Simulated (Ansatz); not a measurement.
The relaxed structure here is a generated cell of BeS: the first start was made by placing the elements on the sites of a structure type, and the end was not matched to a known phase here, so it may be hypothetical.

A relaxed structure of BeS. Space group P6₃/mmc (No. 194), NiAs type. All values below come from PBEsol (plane waves to 420 eV, PAW, scalar-relativistic; Ansatz, an electronic-structure program).

```cif
data_Be2S2
_chemical_formula_sum 'Be2 S2'
_space_group_name_H-M_alt 'P63/mmc'
_space_group_IT_number 194
_space_group_name_Hall '-P 6c 2c'
_cell_length_a 3.27114
_cell_length_b 3.27114
_cell_length_c 5.20705
_cell_angle_alpha 90.000
_cell_angle_beta 90.000
_cell_angle_gamma 120.000
loop_
_atom_site_label
_atom_site_type_symbol
_atom_site_symmetry_multiplicity
_atom_site_Wyckoff_symbol
_atom_site_fract_x
_atom_site_fract_y
_atom_site_fract_z
_atom_site_occupancy
Be1 Be 2 a 0.00000 0.00000 0.00000 1
S1 S 2 c 0.33333 0.66667 0.25000 1
```

Q: Give the band gap at the level PBEsol.

A: 1.39 eV, indirect (valence top at Γ, conduction bottom at K) (no spin-orbit coupling).

Q: Predict the smallest direct gap from PBEsol.

A: 3.40 eV at Γ.

No spin polarisation in the result.

The run could not lose the symmetry of its start, so the end can be a saddle point.

It was reached from a disturbed copy of a P-6m2 (No. 187) cell (AFLOW prototype AB_hP2_187_d_a (B_h, as in WC)), against which it lies -0.43 eV/atom.
